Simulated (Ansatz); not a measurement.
The slice is one period of a {100} plane through atoms; its size isn't given.

These are r2SCAN (plane waves to 500 eV, PAW, scalar-relativistic; Ansatz, a program for electronic structure) values and carry that method's errors. Near the nuclei the fields are pseudised (PAW); where an atom keeps semicore shells as valence, they peak there.

```
|@@@@@@%%##++++====----::::::----====++++##%%@@@@|
|@@@@%%##**++++====----::::::----====++++**##%%@@|
|%%%%####++++====----::::::::::----====++++####%%|
|####**++++++====----::::::::::----====++++++**##|
|**++++++++====----::::::..::::::----====++++++++|
|++++++======----::::..........::::----======++++|
|==========----::::..............::::----========|
|======------::::......      ......::::------====|
|----------::::......          ......::::--------|
|------::::::......              ......::::::----|
|::::::::::::....                  ....::::::::::|
|::::::::::......                  ......::::::::|
|::::::::::::....                  ....::::::::::|
|------::::::......              ......::::::----|
|----------::::......          ......::::--------|
|======------::::......      ......::::------====|
|==========----::::..............::::----========|
|++++++======----::::..........::::----======++++|
|**++++++++====----::::::..::::::----====++++++++|
|####**++++++====----::::::::::----====++++++**##|
|%%%%####++++====----::::::::::----====++++####%%|
|@@@@%%##**++++====----::::::----====++++**##%%@@|
|@@@@@@%%##++++====----::::::----====++++##%%@@@@|
|@@@@@@%%##**++====----::::::----====++**##%%@@@@|
```
Scale: ten equal steps from -1.86 (start of ' ') to 1.25 (end of '@'), in the order ' .:-=+*#%@'. Values: log₁₀ of the valence density in e/Å³. The map has 24 points along u (two characters each, u = 0 at the left) and 24 along v (v = 0 in the bottom row). The scale is logarithmic, as a density can span decades between atoms and voids.

```
|xxxxxx11446677999988663322336688999977664411xxxx|
|xxxxxx22556688999988553322335588999988665522xxxx|
|111122446677889999775522222255779999887766442211|
|444455666677889988664422112244668899887766665544|
|666666777788998877553311111133557788998877776666|
|777788888899887766332211001122336677889988888877|
|999999999988776644221100000011224466778899999999|
|999999998877664422110000000000112244667788999999|
|888888776655332211000000000000001122335566778888|
|666655554433221100000000000000000011223344555566|
|333333222211110000000000000000000000111122223333|
|332222221111000000000000000000000000001111222222|
|333333222211110000000000000000000000111122223333|
|666655554433221100000000000000000011223344555566|
|888888776655332211000000000000001122335566778888|
|999999998877664422110000000000112244667788999999|
|999999999988776644221100000011224466778899999999|
|777788888899887766332211001122336677889988888877|
|666666777788998877553311111133557788998877776666|
|444455666677889988664422112244668899887766665544|
|111122446677889999775522222255779999887766442211|
|xxxxxx22556688999988553322335588999988665522xxxx|
|xxxxxx11446677999988663322336688999977664411xxxx|
|xxxxxx11446677999988663322336688999977664411xxxx|
```
Scale: ten equal steps from 0.01 (start of '0') to 0.71 (end of '9'), in the order '0123456789'. Values: electron localisation function (ELF). The map has 24 points along u (two characters each, u = 0 at the left) and 24 along v (v = 0 in the bottom row). Points within 0.5 Å of a nucleus are blanked (x), as the pseudised field means little there.

Task: Which relaxed crystal do these maps come from?
A) BeTe (zinc blende)
B) HgTe (zinc blende)
C) CuI (zinc blende)

Result: A, BeTe (zinc blende). Atoms on the slice: Te at (0.00, 0.00)

All were relaxed with their symmetry unable to fall. At this level the bands of HgTe touch or barely overlap. CuI is run without spin polarisation. Spin-orbit coupling is left out.
